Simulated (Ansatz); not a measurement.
**Si: Li interstitial**

The calculation used DFT PBE, scalar-relativistic, plane waves, PAW in Ansatz. Settings: 420 eV cutoff, 2×2×2 k-mesh, Gaussian smearing of 0.01 eV, collinear spin in charge 0 alone.

Host crystal, relaxed:

```
Si
1.0
     0.00000    2.73505    2.73505
     2.73505    0.00000    2.73505
     2.73505    2.73505    0.00000
Si
2
Direct
  0.75000 0.75000 0.75000
  0.50000 0.50000 0.50000
```

Supercell of 54 atoms, rows in host cell vectors: 0 3 0; 0 0 3; 3 0 0. Atoms relax at the host's cell from a start displaced at random by 0.06 Å near the defect, so other minima may exist. The cell is small, so energies carry finite-size errors of tenths of an eV. The host's Kohn–Sham gap is 0.61 eV.

Starting moments were lost in some runs.

Defect: Li interstitial at (0.000, 0.000, 0.000) of the host cell, charge +1.

Question: Give the relaxed supercell.

Answer:
```
Si Li
1.0
     8.20514    0.00000    8.20514
     8.20514    8.20514    0.00000
     0.00000    8.20514    8.20514
Si Li
54 1
Direct
  0.24999 0.24978 0.24961
  0.25012 0.58205 0.24984
  0.25010 0.91714 0.24984
  0.58224 0.24989 0.24985
  0.58316 0.58295 0.25006
  0.58227 0.91711 0.24980
  0.91733 0.24989 0.24984
  0.91733 0.58207 0.24979
  0.91392 0.91371 0.25777
  0.25012 0.24994 0.58195
  0.25038 0.58293 0.58283
  0.25014 0.91711 0.58190
  0.58317 0.25017 0.58280
  0.58314 0.58295 0.58278
  0.58216 0.91747 0.58197
  0.91732 0.24998 0.58187
  0.91766 0.58201 0.58193
  0.91768 0.91744 0.58203
  0.25016 0.24994 0.91697
  0.25014 0.58209 0.91693
  0.25796 0.91376 0.91363
  0.58229 0.24993 0.91694
  0.58218 0.58193 0.91743
  0.58216 0.91750 0.91743
  0.91394 0.25776 0.91365
  0.91772 0.58193 0.91745
  0.91396 0.91376 0.91361
  0.16679 0.16660 0.16643
  0.16678 0.49937 0.16640
  0.16779 0.83193 0.16749
  0.49957 0.16657 0.16640
  0.49994 0.49969 0.16696
  0.49993 0.83250 0.16695
  0.83211 0.16756 0.16752
  0.83271 0.49970 0.16697
  0.83213 0.83195 0.16746
  0.16677 0.16658 0.49920
  0.16719 0.49976 0.49965
  0.16721 0.83247 0.49965
  0.49994 0.16699 0.49966
  0.49995 0.49975 0.49962
  0.49997 0.83250 0.49961
  0.83272 0.16698 0.49965
  0.83269 0.49979 0.49959
  0.83132 0.83117 0.50549
  0.16778 0.16759 0.83183
  0.16724 0.49975 0.83237
  0.16780 0.83196 0.83177
  0.49997 0.16703 0.83234
  0.49995 0.49974 0.83234
  0.50567 0.83110 0.83114
  0.83216 0.16760 0.83176
  0.83135 0.50547 0.83110
  0.83133 0.83109 0.83121
  0.99988 0.99968 0.99984
```
Around the defect: 4 Si at 2.44 Å, 6 Si at 2.75 Å. The run ended with a moment of 0.00 μB (no spin polarisation).

Cost: 3 runs of about 18 core-minutes in all, on Intel Xeon 6975P-C (Granite Rapids) (shared hosts).